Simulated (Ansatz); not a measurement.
Input and command of a calculation in Ansatz (plane waves; scalar-relativistic PAW potentials unless the input names others):

```yaml
crystal:
  lattice:
    - [-1.6366854976, 1.6366854976, 3.8835512961]
    - [1.6366854976, -1.6366854976, 3.8835512961]
    - [1.6366854976, 1.6366854976, -3.8835512961]
  atoms:
    - { symbol: Zr, position: [0.0, 0.0, 0.0] }
    - { symbol: B, position: [0.5, 0.5, 0.0] }
    - { symbol: B, position: [0.25, 0.75, 0.5] }
    - { symbol: B, position: [0.75, 0.25, 0.5] }
basis:
  ecutwfc: 420
kpoints:
  mp_grid: { grid: [20, 20, 20] }
hamiltonian:
  xc: pbe
scf:
  occupations: { method: gaussian, width: 0.1 }
  max_iter: 60
output:
  forces: true
  eigenvalues: true
  stress: true
total_charge: -4
```

```bash
ansatz run input.yaml --threads 1 --pin off --max-ram 2560MiB --backend cpu --events-out ev --progress --plain --runs-dir out
```

Abridged log:
```
Basis set: ecut = 420 eV, 833 PW (Γ), exchange–correlation on 64×64×64 points (8 copies of the dense FFT grid, shifted against one another)
Bands: 17, of which v1, the nominal top of the filled ones, is band 13 counted from 1 (12 counted from 0)
Symmetry: 16 space group operations
k-points: 641 of 8000
SCF iter   1: F=—  HF=-4613.280464 eV  |F-HF|=—  |Δ(HF+E_count)|=         —  Δρ=2.74e-1  dr2=6.01e1  ethr=1.77e-3  ⟨swp⟩=5.5  Hψ=55341  notcnv=0
SCF iter   2: F=—  HF=-4597.715056 eV  |F-HF|=—  |Δ(HF+E_count)|=    1.56e1  Δρ=1.39e-1  dr2=1.75e1  ethr=1.77e-3  ⟨swp⟩=3.9  Hψ=30398  notcnv=0  defer=184
SCF iter   3: F=—  HF=-4592.905466 eV  |F-HF|=—  |Δ(HF+E_count)|=    4.81e0  Δρ=4.59e-2  dr2=1.42e0  ethr=1.77e-3  ⟨swp⟩=6.0  Hψ=47410  notcnv=0  defer=172
SCF iter   4: F=—  HF=-4592.634275 eV  |F-HF|=—  |Δ(HF+E_count)|=   2.71e-1  Δρ=1.32e-2  dr2=1.46e-1  ethr=1.77e-3  ⟨swp⟩=3.7  Hψ=28088  notcnv=0  defer=146
SCF iter   5: F=—  HF=-4592.605420 eV  |F-HF|=—  |Δ(HF+E_count)|=   2.89e-2  Δρ=6.39e-3  dr2=3.41e-2  ethr=5.85e-4  ⟨swp⟩=2.3  Hψ=14527  notcnv=0  defer=147
SCF iter   6: F=—  HF=-4592.597633 eV  |F-HF|=—  |Δ(HF+E_count)|=   7.79e-3  Δρ=1.49e-3  dr2=1.82e-3  ethr=1.36e-4  ⟨swp⟩=2.5  Hψ=15974  notcnv=0  defer=143
SCF iter   7: F=—  HF=-4592.597216 eV  |F-HF|=—  |Δ(HF+E_count)|=   4.17e-4  Δρ=2.31e-4  dr2=4.41e-5  ethr=7.27e-6  ⟨swp⟩=2.5  Hψ=16718  notcnv=0  defer=140
SCF iter   8: F=—  HF=-4592.597208 eV  |F-HF|=—  |Δ(HF+E_count)|=   7.69e-6  Δρ=1.19e-5  dr2=1.08e-7  ethr=1.76e-7  ⟨swp⟩=2.4  Hψ=17036  notcnv=0  defer=139
SCF iter   9: F=-4592.597208 eV  HF=-4592.597208 eV  |F-HF|=5.10e-9  |Δ(HF+E_count)|=   1.24e-8  Δρ=3.16e-6  dr2=6.17e-9  ethr=4.00e-10  ⟨swp⟩=8.0  Hψ=61367  notcnv=0
SCF 1 converged in 9 iterations: F = -4592.597208 eV  dr2 = 6.17e-9
SCF converged after 9 iterations
Free energy (F): -4592.597208 eV
Harris-Foulkes:  -4592.597208 eV  (|F-HF|=5.10e-9)
Internal energy: -4592.587208 eV  (E = F + TS)
E sigma→0 (E₀):  -4592.592208 eV
Entropy (-TS):   -0.010000 eV (-2.500 meV/atom)
Fermi energy:    15.228850 eV
--- Forces (eV/Å), atoms counted from 1 ---
  atom   1  Zr     0.00000000     0.00000000     0.00000000
  atom   2  B      0.00000000     0.00000000     0.00000000
  atom   3  B      0.00000000     0.00000000     0.00000000
  atom   4  B      0.00000000     0.00000000     0.00000000
--- Stress (GPa, compression-positive) ---
      -90.204329       0.000000       0.000000
        0.000000     -90.204329       0.000000
        0.000000       0.000000     -79.250613
  P = ⅓ Tr σ = -86.5531 GPa (-865.531 kbar)
```

Question: Find the fault.

Answer: The fault is a net charge on a solid that should be neutral, 4 electrons a cell too many, offset by a uniform background, so that energy and pressure hang on that convention (total_charge: not typed → -4, the first being the value of the sound run). Setting it back cures it. The run converged all the same, with a total energy on another zero, pressure -86.55 GPa (with the neutralising background of the charged cell), largest force 0.000 eV/Å, no gap on the mesh, so convergence alone doesn't show that an input is right. A reference run on usual settings, whose relaxation ended at this geometry, converged, and the end of its own relaxation has pressure 0.00 GPa, largest force 0.000 eV/Å, no gap on the mesh.